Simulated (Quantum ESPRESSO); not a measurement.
Si3O4NF, finding a planted mistake in a log

Simulated, not a measurement. The program is pw.x of Quantum ESPRESSO 7.5 (plane-wave density functional theory). The cell is made up: 9 atoms on a quartz lattice, with randomly drawn elements, strain and displacements, not relaxed. PseudoDojo standard norm-conserving files (v0.5 for PBE, v0.4.1 for LDA and PBEsol) set the functional; there is no spin polarisation, spin-orbit coupling or dispersion term, and the masses in the input are unused placeholders.

Intended input:

```
&control calculation='scf', pseudo_dir='./dojo.nc.sr.pbe.v0_5.standard.upf', outdir='./o', disk_io='low', tprnfor=.true., tstress=.true. /
&system ibrav=0, nat=9, ntyp=4, nbnd=30, ecutwfc=84.00895049, nosym=.true., tot_charge=0,
 occupations='smearing', smearing='fd', degauss=0.0018374661
/
&electrons conv_thr=7.350e-09, electron_maxstep=60, /
ATOMIC_SPECIES
F 1.0 F.upf
N 1.0 N.upf
O 1.0 O.upf
Si 1.0 Si.upf
CELL_PARAMETERS angstrom
5.0843 0.0 0.0
-2.5421 4.4031 0.0
0.0 0.0 5.5806
ATOMIC_POSITIONS angstrom
Si 2.4391 -0.0068 3.6909
Si -1.1846 2.0409 1.8114
Si 1.3658 2.3656 -0.0004
O 1.4011 1.1568 4.3796
N 3.3874 0.6906 2.5797
O 2.8339 2.5602 0.6253
F 0.3521 1.8175 1.2419
O -1.1154 3.2139 3.0611
O 0.8462 3.7998 4.9524
K_POINTS automatic
5 5 4 1 1 1
```

The log is shortened where brackets say so; the opening notice, blank lines, dates and the lines on written files are dropped, and the path of the files is cut. It prints rydbergs, bohrs and kilobars, and counts compression as positive stress. Where no state is partly filled, the Fermi energy that it prints is only some level between the filled and the empty states on the mesh, and need not lie in the true gap.

Log of the intended run:

```
     Program PWSCF v.7.5
     Parallel version (MPI & OpenMP), running on       4 processor cores
     Number of MPI processes:                 4
     Threads/MPI process:                     1
     [start-up lines left out]
     bravais-lattice index     =            0
     lattice parameter (alat)  =       9.6079  a.u.
     unit-cell volume          =     843.0769 (a.u.)^3
     number of atoms/cell      =            9
     number of atomic types    =            4
     number of electrons       =        48.00
     number of Kohn-Sham states=           30
     kinetic-energy cutoff     =      84.0090  Ry
     charge density cutoff     =     336.0358  Ry
     scf convergence threshold =      7.3E-09
     mixing beta               =       0.7000
     number of iterations used =            8  plain     mixing
     Exchange-correlation= PBE
                           (   1   4   3   4   0   0   0)
     [axes and pseudopotential details left out]
   Cartesian axes
     site n.     atom                  positions (alat units)
         1        Si     tau(   1) = (   0.4797317  -0.0013375   0.7259406  )
         2        Si     tau(   2) = (  -0.2329918   0.4014122   0.3562732  )
         3        Si     tau(   3) = (   0.2686309   0.4652755  -0.0000787  )
         4        O      tau(   4) = (   0.2755738   0.2275239   0.8613968  )
         5        N      tau(   5) = (   0.6662471   0.1358299   0.5073855  )
         6        O      tau(   6) = (   0.5573825   0.5035501   0.1229864  )
         7        F      tau(   7) = (   0.0692524   0.3574730   0.2442617  )
         8        O      tau(   8) = (  -0.2193812   0.6321224   0.6020691  )
         9        O      tau(   9) = (   0.1664339   0.7473595   0.9740574  )
     number of k points=    50  Fermi-Dirac smearing, width (Ry)=  0.0018
                       cart. coord. in units 2pi/alat
        k(    1) = (   0.1000000   0.1732052   0.1138834), wk =   0.0400000
        k(    2) = (   0.1000000   0.1732052   0.3416501), wk =   0.0400000
     [further k points left out]
     Dense  grid:    87721 G-vectors     FFT dimensions: (  60,  60,  64)
     Estimated max dynamical RAM per process >     178.00 MB
     Estimated total dynamical RAM >     647.76 MB
     Initial potential from superposition of free atoms
     starting charge      47.9981, renormalised to      48.0000
     Starting wfcs are   36 randomized atomic wfcs
     total cpu time spent up to now is        2.6 secs
     per-process dynamical memory:   134.9 Mb
     Self-consistent Calculation
     iteration #  1     ecut=    84.01 Ry     beta= 0.70
     Davidson diagonalization with overlap
     ethr =  1.00E-02,  avg # of iterations =  3.0
     total cpu time spent up to now is        6.6 secs
     total energy              =    -227.16512403 Ry
     estimated scf accuracy    <       2.68700422 Ry
     iteration #  2     ecut=    84.01 Ry     beta= 0.70
     Davidson diagonalization with overlap
     ethr =  5.60E-03,  avg # of iterations =  3.0
     total cpu time spent up to now is       10.3 secs
     total energy              =    -227.68490297 Ry
     estimated scf accuracy    <       2.86604056 Ry
     [iterations 3 to 10 left out]
     iteration # 11     ecut=    84.01 Ry     beta= 0.70
     Davidson diagonalization with overlap
     ethr =  8.59E-10,  avg # of iterations =  2.0
     total cpu time spent up to now is       43.3 secs
     total energy              =    -228.31996422 Ry
     estimated scf accuracy    <       0.00000002 Ry
     iteration # 12     ecut=    84.01 Ry     beta= 0.70
     Davidson diagonalization with overlap
     ethr =  4.21E-11,  avg # of iterations =  4.0
     total cpu time spent up to now is       47.1 secs
     End of self-consistent calculation
     [lines on levels left out]
     the Fermi energy is     4.9300 ev
!    total energy              =    -228.31996423 Ry
     estimated scf accuracy    <          2.4E-09 Ry
     smearing contrib. (-TS)   =      -0.00000000 Ry
     internal energy E=F+TS    =    -228.31996423 Ry
     The total energy is F=E-TS. E is the sum of the following terms:
     one-electron contribution =    -113.06755661 Ry
     hartree contribution      =      80.87868858 Ry
     xc contribution           =     -60.54720967 Ry
     ewald contribution        =    -135.58388654 Ry
     convergence has been achieved in  12 iterations
     Forces acting on atoms (cartesian axes, Ry/au):
     atom    1 type  4   force =    -0.02355000    0.01863587   -0.01891860
     atom    2 type  4   force =    -0.19226632    0.00821256    0.19113402
     atom    3 type  4   force =     0.08036601    0.00111475   -0.19022288
     atom    4 type  3   force =    -0.01243091    0.04199274    0.09208232
     atom    5 type  2   force =     0.03860242    0.00620866   -0.06861163
     atom    6 type  3   force =     0.04537674    0.00500498    0.02376627
     atom    7 type  1   force =     0.03965154   -0.00419067   -0.02275074
     atom    8 type  3   force =     0.04188346   -0.00243331   -0.05048039
     atom    9 type  3   force =    -0.01763294   -0.07454558    0.04400162
     Total force =     0.388552     Total SCF correction =     0.000055
     Computing stress (Cartesian axis) and pressure
          total   stress  (Ry/bohr**3)                   (kbar)     P=      -56.24
   0.00001222   0.00013859  -0.00032424            1.80       20.39      -47.70
   0.00013859  -0.00065024  -0.00034513           20.39      -95.65      -50.77
  -0.00032424  -0.00034513  -0.00050895          -47.70      -50.77      -74.87
     init_run     :      2.43s CPU      2.52s WALL (       1 calls)
     electrons    :     44.34s CPU     44.50s WALL (       1 calls)
     forces       :      0.72s CPU      0.72s WALL (       1 calls)
     stress       :      2.40s CPU      2.40s WALL (       1 calls)
     [timing details left out]
     PWSCF        :     49.97s CPU     50.24s WALL
     JOB DONE.
```

A second run was made from an input with one planted mistake. Its log:

```
     Program PWSCF v.7.5
     Parallel version (MPI & OpenMP), running on       4 processor cores
     Number of MPI processes:                 4
     Threads/MPI process:                     1
     [start-up lines left out]
     bravais-lattice index     =            0
     lattice parameter (alat)  =       9.6079  a.u.
     unit-cell volume          =     843.0769 (a.u.)^3
     number of atoms/cell      =            9
     number of atomic types    =            4
     number of electrons       =        47.00
     number of Kohn-Sham states=           30
     kinetic-energy cutoff     =      84.0090  Ry
     charge density cutoff     =     336.0358  Ry
     scf convergence threshold =      7.3E-09
     mixing beta               =       0.7000
     number of iterations used =            8  plain     mixing
     Exchange-correlation= PBE
                           (   1   4   3   4   0   0   0)
     [axes and pseudopotential details left out]
   Cartesian axes
     site n.     atom                  positions (alat units)
         1        Si     tau(   1) = (   0.4797317  -0.0013375   0.7259406  )
         2        Si     tau(   2) = (  -0.2329918   0.4014122   0.3562732  )
         3        Si     tau(   3) = (   0.2686309   0.4652755  -0.0000787  )
         4        O      tau(   4) = (   0.2755738   0.2275239   0.8613968  )
         5        N      tau(   5) = (   0.6662471   0.1358299   0.5073855  )
         6        O      tau(   6) = (   0.5573825   0.5035501   0.1229864  )
         7        F      tau(   7) = (   0.0692524   0.3574730   0.2442617  )
         8        O      tau(   8) = (  -0.2193812   0.6321224   0.6020691  )
         9        O      tau(   9) = (   0.1664339   0.7473595   0.9740574  )
     number of k points=    50  Fermi-Dirac smearing, width (Ry)=  0.0018
                       cart. coord. in units 2pi/alat
        k(    1) = (   0.1000000   0.1732052   0.1138834), wk =   0.0400000
        k(    2) = (   0.1000000   0.1732052   0.3416501), wk =   0.0400000
     [further k points left out]
     Dense  grid:    87721 G-vectors     FFT dimensions: (  60,  60,  64)
     Estimated max dynamical RAM per process >     178.00 MB
     Estimated total dynamical RAM >     647.76 MB
     Initial potential from superposition of free atoms
     starting charge      47.9981, renormalised to      47.0000
     Starting wfcs are   36 randomized atomic wfcs
     total cpu time spent up to now is        2.6 secs
     per-process dynamical memory:   138.3 Mb
     Self-consistent Calculation
     iteration #  1     ecut=    84.01 Ry     beta= 0.70
     Davidson diagonalization with overlap
     ethr =  1.00E-02,  avg # of iterations =  3.0
     total cpu time spent up to now is        6.6 secs
     total energy              =    -227.32520872 Ry
     estimated scf accuracy    <       2.98049964 Ry
     iteration #  2     ecut=    84.01 Ry     beta= 0.70
     Davidson diagonalization with overlap
     ethr =  6.34E-03,  avg # of iterations =  2.0
     total cpu time spent up to now is       10.3 secs
     total energy              =    -227.93829771 Ry
     estimated scf accuracy    <       2.71422159 Ry
     [iterations 3 to 12 left out]
     iteration # 13     ecut=    84.01 Ry     beta= 0.70
     Davidson diagonalization with overlap
     ethr =  3.03E-10,  avg # of iterations =  3.2
     total cpu time spent up to now is       48.3 secs
     total energy              =    -228.55848513 Ry
     estimated scf accuracy    <       0.00000002 Ry
     iteration # 14     ecut=    84.01 Ry     beta= 0.70
     Davidson diagonalization with overlap
     ethr =  3.81E-11,  avg # of iterations =  2.0
     total cpu time spent up to now is       51.3 secs
     End of self-consistent calculation
     [lines on levels left out]
     the Fermi energy is     2.4930 ev
!    total energy              =    -228.55848513 Ry
     estimated scf accuracy    <          1.9E-09 Ry
     smearing contrib. (-TS)   =      -0.00113448 Ry
     internal energy E=F+TS    =    -228.55735065 Ry
     The total energy is F=E-TS. E is the sum of the following terms:
     one-electron contribution =    -113.35902126 Ry
     hartree contribution      =      80.05707831 Ry
     xc contribution           =     -59.67152117 Ry
     ewald contribution        =    -135.58388654 Ry
     convergence has been achieved in  14 iterations
     Forces acting on atoms (cartesian axes, Ry/au):
     atom    1 type  4   force =    -0.07902676   -0.01944149    0.10998790
     atom    2 type  4   force =    -0.14605082    0.10294787    0.08497921
     atom    3 type  4   force =     0.07303135   -0.00190534   -0.18947948
     atom    4 type  3   force =     0.00569883    0.02613351    0.05873389
     atom    5 type  2   force =     0.04547242   -0.00694528   -0.05412149
     atom    6 type  3   force =     0.05993149   -0.01636447    0.05339346
     atom    7 type  1   force =     0.02149717   -0.00772719   -0.01079871
     atom    8 type  3   force =     0.04183039   -0.02519169   -0.07315766
     atom    9 type  3   force =    -0.02238407   -0.05150592    0.02046286
     Total force =     0.356341     Total SCF correction =     0.000047
     Computing stress (Cartesian axis) and pressure
          total   stress  (Ry/bohr**3)                   (kbar)     P=     -169.92
  -0.00083902   0.00029133  -0.00042657         -123.42       42.86      -62.75
   0.00029133  -0.00141683  -0.00046452           42.86     -208.42      -68.33
  -0.00042657  -0.00046452  -0.00120949          -62.75      -68.33     -177.92
     init_run     :      2.45s CPU      2.55s WALL (       1 calls)
     electrons    :     48.56s CPU     48.75s WALL (       1 calls)
     forces       :      0.72s CPU      0.73s WALL (       1 calls)
     stress       :      2.36s CPU      2.36s WALL (       1 calls)
     [timing details left out]
     PWSCF        :     54.16s CPU     54.50s WALL
     JOB DONE.
```

Question: what was wrong in the second input?

Answer: the cell has the wrong charge. The input lines that differ, file-writing options aside:

```
- &system ibrav=0, nat=9, ntyp=4, nbnd=30, ecutwfc=84.00895049, nosym=.true., tot_charge=0,
+ &system ibrav=0, nat=9, ntyp=4, nbnd=30, ecutwfc=84.00895049, nosym=.true., tot_charge=1,
```

|  | intended run | run with the mistake |
| --- | --- | --- |
| free energy (eV) | -3106.451 | -3109.697 |
| smearing term -TS (eV) | 0.0000 | -0.0154 |
| pressure (GPa) | -5.62 | -16.99 |
| largest force component (eV/Å) | 4.943 | 4.872 |
| largest change of a force component (eV/Å) |  | 3.314 |
| iterations | 12 | 14 |

For scale, a rerun of the intended cell at a cutoff of 1437 eV and k mesh 7 x 7 x 6 moved values by no more than 0.002 eV in energy, 0.02 GPa in stress and 0.002 eV/Å in force. The charged cell sits in a uniform background, so its energy and stress rest on the program's zero of potential.